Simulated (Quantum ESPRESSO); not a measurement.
## Band energies of BP

```
BP
1.0
    0.00000     2.26036     2.26036
    2.26036     0.00000     2.26036
    2.26036     2.26036     0.00000
B P
1 1
Direct
  0.00000   0.00000   0.00000
  0.75000   0.75000   0.75000
```

norm-conserving PBEsol (Quantum ESPRESSO, 76 Ry, no spin-orbit coupling); path ΓXWKΓLUWLK,UX; energies in eV from the valence-band maximum.

```
k (1/Å)  point  band 1  band 2  band 3  band 4  band 5  band 6  band 7
-------  -----  ------  ------  ------  ------  ------  ------  ------
0.00         Γ  -15.60    0.00    0.00    0.00    3.38    3.38    3.38
0.32            -15.27   -1.07   -1.07   -1.02    2.80    4.80    4.80
0.75            -13.86   -4.13   -2.98   -2.98    1.60    4.40    8.18
1.07            -12.16   -6.80   -3.88   -3.88    1.14    2.41   10.72
1.39         X  -10.66   -8.65   -4.18   -4.18    1.21    1.51   12.14
1.51            -10.65   -8.63   -4.31   -4.30    1.42    1.74   11.89
1.85            -10.45   -8.28   -5.41   -5.29    3.74    4.36    9.12
2.08         W  -10.37   -8.10   -5.80   -5.60    5.23    6.66    7.25
2.33            -10.54   -8.16   -6.20   -4.51    3.43    6.03    8.53
2.58         K  -10.66   -8.22   -6.37   -3.56    2.03    5.93    9.74
2.68            -10.89   -8.03   -6.51   -3.28    2.34    7.38    8.97
3.10            -12.91   -6.32   -5.17   -1.83    3.92    6.16    7.28
3.42            -14.36   -4.17   -3.28   -0.78    4.62    4.62    5.64
3.84            -15.46   -0.88   -0.59   -0.07    3.52    3.69    3.99
4.05         Γ  -15.60    0.00    0.00    0.00    3.38    3.38    3.38
4.15            -15.57   -0.28   -0.06   -0.06    3.46    3.46    3.50
4.55            -14.81   -3.89   -0.91   -0.91    4.02    4.56    4.56
4.85            -13.65   -6.82   -1.49   -1.49    3.90    4.82    4.82
5.25         L  -12.21   -9.17   -1.78   -1.78    3.79    4.65    4.65
5.57            -11.92   -8.90   -3.39   -2.30    3.57    5.78    5.80
6.00            -10.84   -8.15   -6.33   -3.38    2.23    6.80    9.13
6.11         U  -10.66   -8.22   -6.37   -3.56    2.03    5.93    9.74
6.30            -10.58   -8.18   -6.26   -4.23    2.98    6.00    8.83
6.60         W  -10.37   -8.10   -5.80   -5.60    5.23    6.66    7.25
6.69            -10.46   -8.06   -5.99   -5.27    5.09    6.52    7.31
6.99            -11.27   -8.34   -5.23   -3.70    4.26    5.46    8.96
7.38            -12.09   -9.07   -2.48   -2.02    4.01    4.66    5.29
7.58         L  -12.21   -9.17   -1.78   -1.78    3.79    4.65    4.65
7.66            -12.18   -9.15   -1.93   -1.82    3.87    4.66    4.74
8.00            -11.70   -8.71   -4.26   -2.59    3.19    6.54    6.74
8.26            -11.01   -8.19   -6.08   -3.25    2.38    7.33    8.65
8.43         K  -10.66   -8.22   -6.37   -3.56    2.03    5.93    9.74
8.43         U  -10.66   -8.22   -6.37   -3.56    2.03    5.93    9.74
8.53            -10.58   -8.36   -5.99   -3.78    1.78    4.63   10.45
8.92         X  -10.66   -8.65   -4.18   -4.18    1.21    1.51   12.14
```

The PBEsol gap is indirect, 1.12 eV, from Γ to 85 % of the way from Γ to X; the smallest direct gap is 3.38 eV.

Geometry relaxed with PBEsol.
